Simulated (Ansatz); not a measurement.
## Al (Fm-3m), clamped-ion strain scan

The calculation used DFT r2SCAN, scalar-relativistic, plane waves, PAW in Ansatz 0.2.0. Settings: plane waves to 500 eV, k-mesh 20×20×20 (Γ-centred), Gaussian smearing 0.2 eV. No spin polarisation. Energies are free energies at this smearing, counted from the undisturbed cell; pressure is positive in compression.

Reference structure (as given, not relaxed at this level; it stands at -3.5 GPa):

```
CELL_PARAMETERS angstrom
0.00000 2.02398 2.02398
2.02398 0.00000 2.02398
2.02398 2.02398 0.00000
ATOMIC_POSITIONS crystal
Al 0.00000 0.00000 0.00000
```

The cell is strained by ε times the Voigt pattern (0, 0, 1, 0, 0, 0) (xx, yy, zz, yz, xz, xy; engineering shear) with fractional coordinates fixed. The cell is metallic on the mesh throughout.

```
      ε  ΔE (meV/atom)
-0.0600            3.9
-0.0450           -3.0
-0.0300           -5.5
-0.0150           -4.2
 0.0000            0.0
 0.0150            6.5
 0.0300           15.4
 0.0450           26.6
 0.0525           32.9
 0.0600           39.7
```

Task: Predict the pressure (GPa) at each point.

Result:
| ε | pressure (GPa) |
| --- | --- |
| -0.0600 | 2.4 |
| -0.0450 | 0.7 |
| -0.0300 | -0.9 |
| -0.0150 | -2.3 |
| 0.0000 | -3.5 |
| 0.0150 | -4.5 |
| 0.0300 | -5.5 |
| 0.0450 | -6.4 |
| 0.0525 | -6.7 |
| 0.0600 | -7.1 |

Cost: 10 runs of about 2.3 core-minutes in all, on Intel Xeon Processor @ 2.50GHz (Skylake/Cascade Lake) (shared hosts).